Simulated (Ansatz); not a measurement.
Consider the following.

PbO:
```cif
data_O2Pb2
_chemical_formula_sum 'Pb2 O2'
_space_group_name_H-M_alt 'P 1'
_space_group_IT_number 1
_cell_length_a 3.94368
_cell_length_b 3.94368
_cell_length_c 4.89294
_cell_angle_alpha 90.000
_cell_angle_beta 90.000
_cell_angle_gamma 90.000
loop_
_space_group_symop_operation_xyz
  'x, y, z'
loop_
_atom_site_label
_atom_site_type_symbol
_atom_site_fract_x
_atom_site_fract_y
_atom_site_fract_z
_atom_site_occupancy
Pb1 Pb 0.50000 0.00000 0.24079 1
Pb2 Pb 0.00000 0.50000 0.75921 1
O1 O 0.50000 0.50000 0.00000 1
O2 O 0.00000 0.00000 0.00000 1
```

This is the LDA-relaxed structure.

**Question.** All from the program Ansatz at the LDA level (PAW), unless another level is named. Estimate the highest zone-centre frequency (without LO–TO term).

**Answer.** 422 cm⁻¹.

**Question.** Next, the bulk modulus (Birch–Murnaghan fit)?

**Answer.** 24.6 GPa.

Space group P4/nmm. The LDA relaxation kept the symmetry of its start; phonons on a q-mesh show no instability. A crystal of weakly bound layers computed without a dispersion correction: the cell and the soft elastic constants depend strongly on that. Scalar-relativistic: spin–orbit coupling is off unless named, which matters more the heavier the elements.

Potentials: the later of the program's two PAW sets.
